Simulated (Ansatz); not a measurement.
A geometry of NbRu away from equilibrium: step 2 of the relaxation of a relaxed NbRu cell displaced along its unstable phonon at q = Γ (131i cm⁻¹), largest move 0.15 Å. The numbers are results of PBEsol (plane waves to 420 eV, PAW, scalar-relativistic; Ansatz, an electronic-structure program), not measurements. Γ-centred k-mesh 11×11×4 on the run's cell (coarser than for final values), Fermi–Dirac smearing 0.05 eV.

```xyz
4
Lattice="2.9118 0.0000 0.0000 0.0000 2.9142 0.0000 0.0000 0.0000 8.0849" Properties=species:S:1:pos:R:3:forces:R:3 pbc="T T T" free_energy=-20621.561 pressure_GPa=0.0
Ru     0.0000     1.5726     0.0000    0.0000    0.1040    0.0000
Ru     1.4559    -0.3429     4.0425    0.0000   -1.8582    0.0000
Nb     0.0000     0.1184     2.0401    0.0000    0.8771    0.3748
Nb     0.0000     0.1184     6.0449    0.0000    0.8771   -0.3748
```

Positions in Å, forces in eV/Å, free energy of the cell in eV (comparable only within this code, potentials and settings). Largest force: 1.86 eV/Å, on Ru2 (atoms numbered as listed); the geometry lies 0.39 eV/atom above the end of its relaxation.

No spin polarisation in the result.

The run could not lose the symmetry of its start: the end is stationary, and may be a saddle point rather than a minimum.

The end of the path is a generated cell of NbRu: the first start was made by placing the elements on the sites of a structure type, and the end was not matched to a known phase here, so it may be hypothetical.
